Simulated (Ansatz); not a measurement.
TiB2 (AlB2 type, space group P6/mmm)

```
TiB2
1.0
    3.03199     0.00000     0.00000
   -1.51599     2.62578     0.00000
    0.00000     0.00000     3.22435
Ti B
1 2
Direct
  0.00000   0.00000   0.00000
  0.33333   0.66667   0.50000
  0.66667   0.33333   0.50000
```

The atoms are displaced by Q × the pattern below (from a DFPT mode at Γ, largest move 1; Q in Å), at fixed cell. It is one choice among 2 degenerate patterns.

| atom | x | y | z |
|---|---|---|---|
| Ti1 | 0.000 | -0.452 | 0.000 |
| B2 | 0.000 | 1.000 | 0.000 |
| B3 | 0.000 | 1.000 | 0.000 |

The numbers are results of PBE (plane waves to 420 eV, PAW, scalar-relativistic; Ansatz, a quantum-chemistry and plane-wave program), not measurements. k mesh 18×18×14 (Γ-centred), Fermi-Dirac smearing 0.05 eV. E stands for the smeared free energy. With partly filled bands, energies and forces of such displacements shift with the k mesh and the smearing. TiB2 is run without spin polarisation. TiB2 was relaxed with its symmetry unable to fall. The zero of ΔE is the undisplaced structure. The last digit holds for this mesh only.

```tsv
Q (Å)	ΔE (meV/cell)
-0.180	480.3
-0.150	334.4
-0.120	withheld
-0.090	120.8
-0.060	53.8
-0.030	13.5
0.000	0.0
0.030	13.5
0.060	53.8
0.090	120.8
0.120	withheld
0.150	334.4
0.180	480.3
```

Fit an even polynomial form (powers 2, 4) to the given rows and predict ΔE at Q = 0.120.

Least squares on the 11 given rows: ΔE = (14950)·Q² + (-3836)·Q⁴, in meV/cell with Q in Å; root-mean-square residual 0.04 meV/cell. At 0.120 the fit gives 214.5 meV/cell; the calculation gives 214.4 meV/cell, so the interpolation is off by 0.1 (+0.0 %). The quadratic term alone would give 215.3 meV/cell.

(A displaced cell: forces are minus the slopes of the energy, force constants its curvatures, and phonons follow from these.)
